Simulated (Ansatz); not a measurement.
SnSeS in space group P3m1 (No. 156; Sn on 1b, Se on 1a, S on 1c), DFT-r²SCAN+D4 in the program Ansatz with PAW potentials, all energies at zero smearing, with the estimated change up to a 700 eV cutoff added, with one set of potentials and settings (totals compare only within such a set). Cell of 3 atoms (1 Sn, 1 Se, 1 S): -12424.303 eV.

| element | reference phase | E (eV/atom) |
|---|---|---|
| Sn | Fd-3m, 2 atoms in the cell | -6038.7502 |
| Se | P3_121, 3 atoms in the cell | -5478.2513 |
| S | P2/c, 32 atoms in the cell | -905.9104 |

Formation energy per atom, worked out: (-12424.303 − 1×(-6038.7502) − 1×(-5478.2513) − 1×(-905.9104))/3 = -0.464 eV/atom (-45 kJ per mol of atoms), at 0 K, without zero-point energy or fitted corrections.

The first step of the workflow began from a Materials Project structure, measured or hypothetical; the Crystallography Open Database copy checked does not list it. With Se and S taken as one species the cell has the higher symmetry P-3m1, so it may be an ordered model of a mixed-site phase. Its standing as an ambient phase is unchecked. The cell was relaxed with r²SCAN+D4 under the symmetry of its start; whether a distortion lowers the energy is not shown. The references are the lowest solids computed at this level, not always the standard phases. Spin–orbit coupling is left out wherever it is not named.

Potentials: the later of the program's two PAW sets.
